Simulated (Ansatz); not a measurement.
Method: DFT r2SCAN, scalar-relativistic, plane waves, PAW (Ansatz).

Structure of Li2Ga:

```xyz
6
Lattice="2.2504 -4.7158 0.0000 2.2504 4.7158 0.0000 0.0000 0.0000 4.3138" Properties=species:S:1:pos:R:3 pbc="T T T"
Li    2.2504   -0.8233    3.2353
Li    2.2504    0.8233    1.0784
Li    2.2504    2.4577    3.2353
Li    2.2504   -2.4577    1.0784
Ga    2.2504   -4.0010    3.2353
Ga    2.2504    4.0010    1.0784
```

Plane waves to 500 eV, a k mesh through Γ of 10×10×8 on the computed 6-atom cell and Gaussian smearing (0.10 eV); no spin polarisation.

Levels along Γ–Y–C0 | Σ0–Γ–Z–A0 | E0–T–Y | Γ–S–R–Z–T, in eV from the Fermi level, sorted by energy at each point. Points in fractions of the primitive reciprocal vectors: Γ (0.000 0.000 0.000), Y (-0.500 0.500 0.000), C0 (-0.307 0.693 0.000), Σ0 (0.307 0.307 0.000), Z (0.000 0.000 0.500), A0 (0.307 0.307 0.500), E0 (-0.307 0.693 0.500), T (-0.500 0.500 0.500), S (0.000 0.500 0.000), R (0.000 0.500 0.500).
```csv
point,"k (1/Å, with 2π)",band 16,band 17,band 18,band 19,band 20,band 21,band 22
Γ,0.000,-3.00,-1.40,-0.99,-0.42,1.20,2.10,2.98
-,0.095,-3.21,-1.37,-0.74,-0.55,1.39,2.12,2.92
-,0.190,-3.67,-1.27,-0.80,-0.20,1.85,2.17,2.79
-,0.285,-4.17,-1.12,-1.07,0.41,2.26,2.46,2.65
-,0.381,-4.62,-1.29,-0.91,0.94,2.38,2.52,2.85
-,0.476,-4.99,-1.46,-0.68,1.34,2.27,2.27,2.65
-,0.571,-5.22,-1.57,-0.47,1.62,1.86,2.10,2.82
Y,0.666,-5.31,-1.60,-0.38,1.70,1.78,1.98,2.89
-,0.743,-5.29,-1.70,-0.36,1.72,1.78,2.04,2.93
-,0.820,-5.24,-1.96,-0.32,1.79,1.79,2.11,3.15
-,0.897,-5.15,-2.29,-0.26,1.81,1.91,2.04,3.37
-,0.974,-5.03,-2.64,-0.18,1.83,1.85,2.07,2.74
-,1.051,-4.88,-2.95,-0.09,1.61,1.85,2.16,2.27
-,1.128,-4.70,-3.21,-0.03,1.34,1.60,1.91,2.52
C0,1.205,-4.49,-3.39,-0.01,1.07,1.12,1.93,2.82
Σ0,1.205,-4.49,-3.39,-0.01,1.07,1.12,1.93,2.82
-,1.328,-4.11,-3.48,-0.10,0.47,0.65,1.97,3.37
-,1.450,-3.71,-3.33,-0.35,0.01,0.28,2.01,3.70
-,1.573,-3.35,-2.95,-0.67,-0.20,-0.03,2.04,4.24
-,1.695,-3.11,-2.39,-0.97,-0.27,-0.11,2.07,4.94
-,1.817,-3.01,-1.75,-1.21,-0.43,0.30,2.09,4.41
-,1.940,-3.00,-1.35,-1.19,-0.47,0.86,2.10,3.40
Γ,2.062,-3.00,-1.40,-0.99,-0.42,1.20,2.10,2.98
-,2.166,-3.17,-1.43,-0.97,-0.38,1.24,2.38,2.97
-,2.270,-3.64,-1.42,-0.90,-0.24,1.36,2.93,2.95
-,2.374,-4.27,-1.32,-0.81,-0.02,1.54,2.73,2.80
-,2.478,-4.96,-1.15,-0.69,0.29,1.78,2.36,2.51
-,2.582,-5.63,-0.93,-0.58,0.68,2.00,2.02,2.12
-,2.687,-6.26,-0.71,-0.51,1.13,1.76,1.80,1.98
Z,2.791,-6.83,-0.56,-0.56,1.61,1.61,1.67,1.67
-,2.913,-6.80,-0.62,-0.62,1.09,1.09,1.79,1.79
-,3.035,-6.70,-0.80,-0.80,0.26,0.26,1.92,1.92
-,3.158,-6.56,-1.07,-1.07,-0.51,-0.51,2.14,2.14
-,3.280,-6.39,-1.42,-1.42,-1.12,-1.12,2.46,2.46
-,3.403,-6.23,-1.73,-1.73,-1.57,-1.57,2.87,2.87
-,3.525,-6.14,-1.92,-1.92,-1.85,-1.85,3.39,3.39
A0,3.647,-6.13,-2.22,-2.22,-1.70,-1.70,4.00,4.00
E0,3.647,-6.13,-2.22,-2.22,-1.70,-1.70,4.00,4.00
-,3.724,-6.17,-2.38,-2.38,-1.48,-1.48,4.42,4.42
-,3.801,-6.23,-2.51,-2.51,-1.16,-1.16,4.87,4.87
-,3.878,-6.29,-2.62,-2.62,-0.77,-0.77,5.20,5.20
-,3.955,-6.35,-2.71,-2.71,-0.34,-0.34,4.79,4.79
-,4.032,-6.39,-2.78,-2.78,0.10,0.10,4.15,4.15
-,4.109,-6.42,-2.82,-2.82,0.46,0.46,3.65,3.65
T,4.186,-6.43,-2.83,-2.83,0.61,0.61,3.45,3.45
-,4.291,-5.96,-3.12,-2.40,0.04,1.26,3.16,3.79
-,4.395,-5.54,-3.19,-1.86,-0.46,1.99,2.93,4.18
-,4.499,-5.30,-2.95,-1.23,-0.87,2.74,2.77,4.62
-,4.603,-5.24,-2.39,-1.19,-0.53,2.59,3.56,4.68
-,4.707,-5.26,-1.64,-1.42,0.23,2.47,3.43,4.09
-,4.811,-5.29,-1.55,-0.83,1.04,2.32,2.33,3.27
Y,4.915,-5.31,-1.60,-0.38,1.70,1.78,1.98,2.89
Γ,4.915,-3.00,-1.40,-0.99,-0.42,1.20,2.10,2.98
-,5.025,-3.05,-1.36,-1.07,-0.49,1.01,2.11,3.24
-,5.136,-3.21,-1.41,-1.24,-0.51,0.74,2.13,3.91
-,5.246,-3.44,-1.87,-1.04,-0.62,0.74,2.17,4.54
-,5.357,-3.72,-2.26,-0.86,-0.78,1.04,2.23,3.94
-,5.467,-4.00,-2.52,-1.09,-0.50,1.46,2.29,3.36
-,5.578,-4.21,-2.66,-1.25,-0.25,1.81,2.38,2.91
S,5.688,-4.29,-2.71,-1.30,-0.15,1.94,2.44,2.74
-,5.792,-4.28,-2.71,-1.29,-0.56,1.75,2.46,3.43
-,5.896,-4.25,-2.75,-1.26,-1.24,0.96,3.38,4.21
-,6.000,-4.27,-2.89,-1.67,-1.23,0.21,3.59,3.66
-,6.104,-4.51,-3.01,-1.76,-1.20,-0.48,3.12,3.25
-,6.208,-5.00,-2.90,-1.67,-1.22,-1.09,2.72,2.89
-,6.312,-5.58,-2.60,-1.70,-1.51,-1.24,2.50,2.61
R,6.417,-6.16,-2.19,-2.19,-1.35,-1.35,2.47,2.47
-,6.527,-6.20,-2.10,-2.10,-1.29,-1.29,2.47,2.47
-,6.638,-6.32,-1.84,-1.84,-1.10,-1.10,2.47,2.47
-,6.748,-6.46,-1.51,-1.51,-0.73,-0.73,2.44,2.44
-,6.859,-6.61,-1.18,-1.18,-0.17,-0.17,2.32,2.32
-,6.969,-6.73,-0.89,-0.89,0.51,0.51,2.10,2.10
-,7.079,-6.81,-0.65,-0.65,1.21,1.21,1.84,1.84
Z,7.190,-6.83,-0.56,-0.56,1.61,1.61,1.67,1.67
-,7.285,-6.82,-0.77,-0.77,1.52,1.52,1.93,1.93
-,7.380,-6.77,-1.23,-1.23,1.32,1.32,2.50,2.50
-,7.475,-6.70,-1.73,-1.73,1.09,1.09,3.04,3.04
-,7.571,-6.61,-2.17,-2.17,0.89,0.89,3.32,3.32
-,7.666,-6.52,-2.52,-2.52,0.74,0.74,3.42,3.42
-,7.761,-6.46,-2.75,-2.75,0.64,0.64,3.44,3.44
T,7.856,-6.43,-2.83,-2.83,0.61,0.61,3.45,3.45
```

Cost: 1 run of about 3.6 core-minutes, on Arm Neoverse V1 (shared hosts).